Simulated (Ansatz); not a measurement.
BP in space group P6_3/mmc (No. 194; B on 2c, P on 2d), PBE+D3(BJ) in the plane-wave PAW code Ansatz, all energies at zero smearing, with the estimated change up to a 700 eV cutoff added, with one set of potentials and settings (totals compare only within such a set). Cell of 4 atoms (2 B, 2 P): -1824.165 eV.

| element | reference phase | E (eV/atom) |
|---|---|---|
| B | R-3m, 12 atoms in the cell | -156.1236 |
| P | Cmce, 4 atoms in the cell | -756.0406 |

Formation energy per atom, worked out: (-1824.165 − 2×(-156.1236) − 2×(-756.0406))/4 = 0.041 eV/atom (4 kJ per mol of atoms), at 0 K, without zero-point energy or fitted corrections.

The cell is a constructed one: a structure type filled with these elements; neither database checked (COD, Materials Project) lists it. It is not the phase usual at ambient conditions (space group No. 216). Symmetry was held in the PBE+D3(BJ) relaxation; phonons on a q-mesh show weakly imaginary modes. The references are the lowest solids computed at this level, not always the standard phases.

Potentials: the later of the program's two PAW sets.
